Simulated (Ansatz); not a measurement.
## Relaxing Zn₁₅GaS₁₆

All numbers below come from Ansatz 0.2.0, DFT PBE, scalar-relativistic, plane waves, PAW. Run with 420 eV cutoff, 2×2×2 k-mesh, Gaussian smearing of 0.01 eV, no spin polarisation.

What was changed: Ga on a Zn site (Wyckoff letter b), charge -1, atoms relaxed at the host's cell.

In a supercell of 32 atoms the defect feels its periodic images.

Spin polarisation was left out.

Command:

```bash
ansatz run input.yaml --threads 4 --pin off --max-ram 10240MiB --backend cpu --events-out ev --progress --plain --runs-dir out
```

Input:

```yaml
crystal:
  lattice:
    - [3.8461551846, -6.6617361936, 0.0]
    - [-7.6923103692, 1.0e-10, 0.0]
    - [0.0, 0.0, -12.5886853746]
  atoms:
    - { symbol: Ga, position: [0.3333333333, 0.1666666667, 0.2536642693] }
    - { symbol: Zn, position: [0.8345304361, 0.1690608722, 0.2478222862] }
    - { symbol: Zn, position: [0.3309391278, 0.6654695639, 0.2478222862] }
    - { symbol: Zn, position: [0.8345304361, 0.6654695639, 0.2478222862] }
    - { symbol: Zn, position: [0.1665973286, 0.3334026714, 0.7496941061] }
    - { symbol: Zn, position: [0.6668053428, 0.3334026714, 0.7496941061] }
    - { symbol: Zn, position: [0.1665973286, 0.8331946572, 0.7496941061] }
    - { symbol: Zn, position: [0.6666666667, 0.8333333333, 0.7514280211] }
    - { symbol: Zn, position: [0.5007482638, -0.0007482638, 0.5024015901] }
    - { symbol: Zn, position: [0.9985034724, -0.0007482638, 0.5024015901] }
    - { symbol: Zn, position: [0.5007482638, 0.5014965276, 0.5024015901] }
    - { symbol: Zn, position: [1.0, 0.5, 0.4999820015] }
    - { symbol: Zn, position: [0.0, 0.5, 0.9983847157] }
    - { symbol: Zn, position: [0.5011531145, 0.5023062291, 0.9985377507] }
    - { symbol: Zn, position: [-0.0023062291, 0.9988468855, 0.9985377507] }
    - { symbol: Zn, position: [0.5011531145, 0.9988468855, 0.9985377507] }
    - { symbol: S, position: [0.3333333333, 0.1666666667, 0.0596567426] }
    - { symbol: S, position: [0.8335871843, 0.1671743686, 0.0616595272] }
    - { symbol: S, position: [0.3328256314, 0.6664128157, 0.0616595272] }
    - { symbol: S, position: [0.8335871843, 0.6664128157, 0.0616595272] }
    - { symbol: S, position: [0.1666184856, 0.3333815144, 0.5621607359] }
    - { symbol: S, position: [0.6667630288, 0.3333815144, 0.5621607359] }
    - { symbol: S, position: [0.1666184856, 0.8332369712, 0.5621607359] }
    - { symbol: S, position: [0.6666666667, 0.8333333333, 0.5649081052] }
    - { symbol: S, position: [0.5054722702, -0.0054722702, 0.3143433218] }
    - { symbol: S, position: [0.9890554596, -0.0054722702, 0.3143433218] }
    - { symbol: S, position: [0.5054722702, 0.5109445404, 0.3143433218] }
    - { symbol: S, position: [1.0, 0.5, 0.3125446545] }
    - { symbol: S, position: [0.0, 0.5, 0.8120354714] }
    - { symbol: S, position: [0.4997816658, 0.4995633316, 0.8125153552] }
    - { symbol: S, position: [0.0004366684, 1.0002183342, 0.8125153552] }
    - { symbol: S, position: [0.4997816658, 1.0002183342, 0.8125153552] }
  host:
    lattice:
      - [3.8461551846, 0.0, 0.0]
      - [-1.9230775923, 3.3308680968, 0.0]
      - [0.0, 0.0, 12.5886853746]
    atoms:
      - { symbol: Zn, position: [0.6666666667, 0.3333333333, 0.7500383538] }
      - { symbol: Zn, position: [0.3333333333, 0.6666666667, 0.2500383538] }
      - { symbol: Zn, position: [0.0, 0.0, 0.5000855079] }
      - { symbol: Zn, position: [0.0, 0.0, 8.55079e-05] }
      - { symbol: S, position: [0.6666666667, 0.3333333333, 0.937611493] }
      - { symbol: S, position: [0.3333333333, 0.6666666667, 0.437611493] }
      - { symbol: S, position: [0.0, 0.0, 0.6872636452] }
      - { symbol: S, position: [0.0, 0.0, 0.1872636452] }
total_charge: -1
basis:
  ecutwfc: 420
  xc_grid: 2
kpoints:
  mp_grid: { grid: [2, 2, 2], shift: [0.0, 0.0, 0.0] }
hamiltonian:
  xc: pbe
scf:
  occupations: { method: gaussian, width: 0.01 }
output:
  forces: true
  stress: false
  eigenvalues: true
  charged_corrections:
    defect_position: [0.33333333, 0.16666667, 0.24996165]
    epsilon: [[9.189, 0.0, 0.0], [0.0, 9.189, 0.0], [0.0, 0.0, 9.4861]]
  write_density: true
  write_potential: true
  elf: true
  volumetric_format: npy
relax:
  adjacent_minimum: "off"
  f_tol: 0.025
  max_steps: 45
```

F is the free energy.

Steps:

```csv
step,F − F(1) (eV),largest force component (eV/Å)
1,0.0000,0.745
2,-0.1153,0.682
3,-0.2990,0.253
4,-0.3414,0.323
5,-0.3984,0.242
6,-0.4276,0.186
7,-0.4431,0.083
8,-0.4458,0.058
9,-0.4471,0.029
10,-0.4475,0.002
```

Relaxed structure:

```yaml
crystal:
  lattice:
    - [3.84616, -6.66174, 0.00000]
    - [-7.69231, 0.00000, 0.00000]
    - [0.00000, 0.00000, -12.58869]
  atoms:
    - { symbol: Ga, position: [0.33333, 0.16667, 0.21868] }
    - { symbol: Zn, position: [0.82947, 0.15894, 0.25911] }
    - { symbol: Zn, position: [0.34106, 0.67053, 0.25911] }
    - { symbol: Zn, position: [0.82947, 0.67053, 0.25911] }
    - { symbol: Zn, position: [0.16728, 0.33272, 0.75403] }
    - { symbol: Zn, position: [0.66543, 0.33272, 0.75403] }
    - { symbol: Zn, position: [0.16728, 0.83457, 0.75403] }
    - { symbol: Zn, position: [0.66667, 0.83333, 0.74288] }
    - { symbol: Zn, position: [0.50022, 0.99978, 0.50423] }
    - { symbol: Zn, position: [0.99956, 0.99978, 0.50423] }
    - { symbol: Zn, position: [0.50022, 0.50044, 0.50423] }
    - { symbol: Zn, position: [0.00000, 0.50000, 0.50112] }
    - { symbol: Zn, position: [0.00000, 0.50000, 0.00634] }
    - { symbol: Zn, position: [0.50478, 0.50956, 0.99718] }
    - { symbol: Zn, position: [0.99044, 0.99522, 0.99718] }
    - { symbol: Zn, position: [0.50478, 0.99522, 0.99718] }
    - { symbol: S, position: [0.33333, 0.16667, 0.99635] }
    - { symbol: S, position: [0.83232, 0.16465, 0.06809] }
    - { symbol: S, position: [0.33535, 0.66768, 0.06809] }
    - { symbol: S, position: [0.83232, 0.66768, 0.06809] }
    - { symbol: S, position: [0.16597, 0.33403, 0.56663] }
    - { symbol: S, position: [0.66806, 0.33403, 0.56663] }
    - { symbol: S, position: [0.16597, 0.83194, 0.56663] }
    - { symbol: S, position: [0.66667, 0.83333, 0.56211] }
    - { symbol: S, position: [0.50289, 0.99711, 0.32203] }
    - { symbol: S, position: [0.99421, 0.99711, 0.32203] }
    - { symbol: S, position: [0.50289, 0.50579, 0.32203] }
    - { symbol: S, position: [0.00000, 0.50000, 0.31464] }
    - { symbol: S, position: [0.00000, 0.50000, 0.81877] }
    - { symbol: S, position: [0.50493, 0.50986, 0.80840] }
    - { symbol: S, position: [0.99014, 0.99507, 0.80840] }
    - { symbol: S, position: [0.50493, 0.99507, 0.80840] }
```

The run converged. Time: 2.6 min on 4 threads of Oxide Virtual Turin-like Processor (Zen 5), with other jobs on the host, peak memory 2.4 GiB.